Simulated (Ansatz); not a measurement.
BP (zinc blende)

```
CELL_PARAMETERS angstrom
      0.00000     2.27414     2.27414
      2.27414     0.00000     2.27414
      2.27414     2.27414     0.00000
ATOMIC_POSITIONS crystal
  P  0.75000 0.75000 0.75000
  B  0.00000 0.00000 0.00000
```

Equation-of-state scan: isotropic scaling of the cell above, V₀ being its volume. Symmetry pins the atoms to their sites.

Level of theory: PBE (plane waves to 420 eV, PAW, scalar-relativistic; Ansatz, a first-principles code). k mesh 12×12×12 (Γ-centred), Fermi-Dirac smearing 0.05 eV. The energy includes the smearing's −TS. Compression counts positive. BP was relaxed with its symmetry unable to fall. The PAW data are Ansatz's earlier set. ΔE is measured from the relaxed starting cell.

| V (Å³/atom) | ΔE (meV/atom) |
|---|---|
| 10.585 | 70.3 |
| 10.879 | 37.9 |
| 11.173 | 16.1 |
| 11.467 | 3.9 |
| 11.761 | 0.0 |
| 12.055 | 3.6 |
| 12.349 | 13.7 |
| 12.643 | 29.8 |
| 12.937 | withheld |

**Question.** Fit a third-order Birch-Murnaghan form (E₀, V₀, B₀, B₀′ free) to the given rows and predict ΔE at V = 12.937.

**Answer.** Least squares on the 8 given rows: ΔE = E₀ + (9V₀B₀/16)·y²·[2 + (B₀′ − 4)y], y = (V₀/V)^(2/3) − 1, with V₀ = 11.761 Å³/atom, B₀ = 162.0 GPa (160.2 GPa = 1 eV/Å³; the term in eV is multiplied by 1000), B₀′ = 3.78, E₀ = 0.00 meV/atom; root-mean-square residual 0.03 meV/atom. At 12.937 the fit gives 51.0 meV/atom; the calculation gives 51.0 meV/atom, the same to the digits shown. For the pressure the fit gives -12.9 GPa against the computed -12.8 GPa.

(A scan under strain: stresses follow from slopes of the energy per volume, elastic moduli from its curvatures.)
